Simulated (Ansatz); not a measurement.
Au:
```
Au
1.0
    0.00000     2.02317     2.02317
    2.02317     0.00000     2.02317
    2.02317     2.02317     0.00000
Au
1
Direct
  0.00000   0.00000   0.00000
```

Relaxed with LDA. Special points in fractions of this cell's reciprocal vectors: Γ (0.000, 0.000, 0.000); X (0.500, 0.000, 0.500); U (0.625, 0.250, 0.625); K (0.375, 0.375, 0.750); L (0.500, 0.500, 0.500); W (0.500, 0.250, 0.750).

Q: List the band energies nearest the Fermi level at these points for DFT-LDA in the program Ansatz with PAW potentials.

A: In eV from the Fermi level; about four levels below and three above (degenerate sets whole), none deeper than 8.9 eV; … stands for higher levels left out; points with the same levels are listed once.

```json
[
 {"k": "Γ", "below": "-4.98 -4.98 -4.98 -3.36 -3.36", "above": "…"},
 {"k": "X", "below": "-7.15 -2.12 -1.75 -1.75", "above": "0.74 …"},
 {"k": "U", "below": "-6.19 -4.10 -3.06 -2.23", "above": "3.70 …"},
 {"k": "L", "below": "-5.01 -5.01 -2.08 -2.08 -1.28", "above": "…"},
 {"k": "W", "below": "-5.48 -5.48 -3.54 -1.74", "above": "4.62 …"}
]
```

Space group Fm-3m (fcc (Cu type)). The LDA relaxation kept the symmetry of its start; phonons on a q-mesh show no instability. Scalar-relativistic: spin–orbit coupling is off unless named, which matters more the heavier the elements.

Potentials: the earlier of the program's two PAW sets.
